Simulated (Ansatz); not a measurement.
Tc:
```xyz
1
Lattice="0.0000 1.9055 1.9055 1.9055 0.0000 1.9055 1.9055 1.9055 0.0000" Properties=species:S:1:pos:R:3 pbc="T T T"
Tc     0.0000     0.0000     0.0000
```

Relaxed with LDA. Special points in fractions of this cell's reciprocal vectors: Γ (0.000, 0.000, 0.000); X (0.500, 0.000, 0.500); U (0.625, 0.250, 0.625); K (0.375, 0.375, 0.750); L (0.500, 0.500, 0.500); W (0.500, 0.250, 0.750).

### Question
List the band energies nearest the Fermi level at these points for DFT-LDA in the program Ansatz with PAW potentials.

### Answer
In eV from the Fermi level; about four levels below and three above (degenerate sets whole), none deeper than 8.9 eV; … stands for higher levels left out; points with the same levels are listed once.

```json
[
 {"k": "Γ", "below": "-7.66 -1.90 -1.90 -1.90", "above": "…"},
 {"k": "X", "below": "-6.25 -5.62", "above": "3.00 …"},
 {"k": "U", "below": "-5.22 -4.14 -0.74", "above": "1.13 …"},
 {"k": "L", "below": "-5.80 -2.09 -2.09", "above": "1.39 …"},
 {"k": "W", "below": "-4.63 -2.89 -2.89", "above": "0.31 …"}
]
```

Space group Fm-3m (fcc (Cu type)). The workflow started from an entry of the Crystallography Open Database (COD), which files this formula under 2 space groups. It is not the phase usual at ambient conditions (space group No. 194). Symmetry was held in the LDA relaxation; its stability against distortions is not shown here. The run is not spin-polarised. Scalar-relativistic: spin–orbit coupling is off unless named, which matters more the heavier the elements.

Potentials: the later of the program's two PAW sets.
